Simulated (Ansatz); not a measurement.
**Ansatz 0.2.0, settings compared: Cs2Sb2PdBr4**

The command:

```bash
ansatz run input.yaml --threads 1 --pin off --max-ram 2560MiB --backend cpu --events-out ev --progress --plain --runs-dir out
```

Input:

```yaml
crystal:
  lattice:
    - [-4.129215, 4.129215, 4.418954]
    - [4.129215, -4.129215, 4.418954]
    - [4.129215, 4.129215, -4.418954]
  atoms:
    - { symbol: Pd, position: [0.0, 0.0, 0.0] }
    - { symbol: Sb, position: [0.34815, 0.34815, 0.0] }
    - { symbol: Sb, position: [0.65185, 0.65185, 0.0] }
    - { symbol: Cs, position: [0.75, 0.25, 0.5] }
    - { symbol: Cs, position: [0.25, 0.75, 0.5] }
    - { symbol: Br, position: [0.20356, 0.20356, 0.40712] }
    - { symbol: Br, position: [0.20356, 0.79644, 0.0] }
    - { symbol: Br, position: [0.79644, 0.79644, 0.59288] }
    - { symbol: Br, position: [0.79644, 0.20356, 0.0] }
  symmetry: { tolerance: 0.0003 }
kpoints:
  mp_grid: { grid: [3, 3, 3], shift: [0, 0, 0] }
magnetization:
  spin_polarized: false
scf:
  occupations: { method: fermi_dirac }
hamiltonian:
  pseudopotentials: { kind: paw }
  xc: pbe
basis:
  ecutwfc: 420
output:
  forces: true
  stress: true
  eigenvalues: true
```

Origin of the cell: a known structure type with other elements, at an estimated volume, so it need not be a known compound.

The smearing width isn't typed, so it takes its default of 0.1 eV.

Output of this run (shortened):

```
Pseudopotentials: kind: paw
Pseudopotential: Pd, paw, valence charge 18, recommended cutoff 420 eV (normal), Pd.paw.azcp
Pseudopotential: Sb, paw, valence charge 15, recommended cutoff 420 eV (normal), Sb.paw.azcp
Pseudopotential: Cs, paw, valence charge 9, recommended cutoff 420 eV (normal), Cs.paw.azcp
Pseudopotential: Br, paw, valence charge 7, recommended cutoff 420 eV (normal), Br.paw.azcp
Functional definition: PBE
  exchange = pbe_x(kappa = kappa, mu = beta*pi^2/3)
  correlation = pbe_c(beta = beta)
Crystal: 9 atoms, lattice volume = 301.380 Å³
Basis set: ecut = 420 eV, 5827 PW (Γ), exchange–correlation on 100×100×100 points (8 copies of the dense FFT grid, shifted against one another)
Bands: 57, of which v1, the nominal top of the filled ones, is band 47 counted from 1 (46 counted from 0)
Symmetry: 16 space group operations
[… 10 lines left out …]
Initial density: superposition of atomic densities (neutral atoms: chi_scale 0, normalization atom), corrected by the library's trained network
Functional: x = pbe(κ = 0.804, μ = 0.219515), c = pbe(β = 0.066725)
SCF iter   1: F=—  HF=-42421.799061 eV  Δρ=3.18e-3  dr2=1.82e-2  defer=6
SCF iter   2: F=—  HF=-42421.799560 eV  Δρ=1.39e-3  dr2=4.72e-3  defer=7
SCF iter   3: F=—  HF=-42421.799327 eV  Δρ=2.75e-4  dr2=2.48e-4  defer=2
SCF iter   4: F=—  HF=-42421.799376 eV  Δρ=7.60e-5  dr2=2.83e-5  defer=2
SCF iter   5: F=—  HF=-42421.799320 eV  Δρ=3.33e-5  dr2=4.50e-6  defer=2
SCF iter   6: F=—  HF=-42421.799321 eV  Δρ=9.05e-6  dr2=3.25e-7  defer=2
SCF iter   7: F=-42421.799321 eV  HF=-42421.799321 eV  Δρ=2.88e-6  dr2=3.53e-8
SCF 1 converged in 7 iterations: F = -42421.799321 eV  dr2 = 3.53e-8
SCF converged after 7 iterations
Free energy (F): -42421.799321 eV
Harris-Foulkes:  -42421.799321 eV  (|F-HF|=4.18e-9)
Internal energy: -42421.701318 eV  (E = F + TS)
E sigma→0 (E₀):  -42421.750319 eV
Entropy (-TS):   -0.098004 eV (-10.889 meV/atom)
Fermi energy:    6.492117 eV
--- Per-component energies (eV) ---
  E_band       = -910.563915
  E_kinetic    = 1750.974766
  E_local      = -9411.941025  (includes V_loc(G=0)·N_el)
  E_nonlocal   = 1283.326750
  E_hartree    = 3972.212288
  E_xc         = -1853.140511
  E_vxc        = -1072.607231  (∫ρ·V_xc dr)
  E_paw        = -32020.550167  (= ΣΔE_a)
  E_vpaw       = -1404.753726  (= ΣTr[D̂ρ^β])
  E_aug_tail   = 0.000201  (compensation charges beyond the density's cutoff)
  E_ewald      = -6142.583621
  E_smearing   = -0.098004  (= −TS)
  Σ components = -42421.799321   (vs F -42421.799321, Δ=0.00e0)
--- Forces (eV/Å), atoms counted from 1 ---
  atom   1  Pd     0.000000     0.000000     0.000000
  atom   2  Sb    -0.000000     0.000000     1.205086
  atom   3  Sb     0.000000     0.000000    -1.205086
  atom   4  Cs     0.000000    -0.000000     0.000000
  atom   5  Cs    -0.000000    -0.000000    -0.000000
  atom   6  Br     1.048031     1.048031    -0.000000
  atom   7  Br    -1.048031     1.048031     0.000000
  atom   8  Br    -1.048031    -1.048031     0.000000
  atom   9  Br     1.048031    -1.048031    -0.000000
  max |Σ_I F_I| component: 2.22e-16 eV/Å
--- Stress (GPa, compression-positive) ---
        5.360662       0.000000      -0.000000
        0.000000       5.360662       0.000000
       -0.000000       0.000000       0.798629
  P = ⅓ Tr σ = 3.8400 GPa (38.400 kbar)
```

The same input was run again with these changes:

1. `magnetization` { spin_polarized: false } → { spin_polarized: true } (starts: ferro); typed moments: Pd1 2, Sb2 3, Sb3 3, Cs4 1, Cs5 1, Br6 2, Br7 1, Br8 2, Br9 2
2. `hamiltonian.hubbard` default → { sites: [{ species: Pd, l: d, u_eff: 1.0 }], double_counting: amf }; `hamiltonian.xc` pbe → lda
3. `basis.ecutrho_ratio` default → 6; `scf.occupations.method` fermi_dirac → tetrahedron_uncorrected
4. `hamiltonian.dispersion` default → d3bj; `scf.occupations.method` fermi_dirac → gaussian; `scf.occupations.width` default → 0.025

| run | end | SCF iterations | P (GPa) | max force component (eV/Å) | moment (μB) | ΔE(σ→0) (meV/atom) |
| --- | --- | --- | --- | --- | --- | --- |
| base | converged | 7 | 3.84 | 1.205 | – | 0 |
| 1 | converged | 17 | 3.84 | 1.205 | 0.00 | 0.00 |
| 2 | converged | 13 | 0.13 | 1.274 | – | – |
| 3 | converged | 8 | 3.95 | 1.494 | – | -0.60 |
| 4 | converged | 7 | 2.63 | 1.481 | – | – |

Energies are compared only where functional, datasets, charge and starting cell are the same.

Caveats of the base run: no spin-orbit coupling, though heavy elements are present; the k mesh is coarse if the cell is a metal.

Run 1: a starting moment was lost.

The base run took 13 s on 1 thread of Arm Neoverse N1 (shared host), peak memory 0.57 GiB, from the program's own first density.
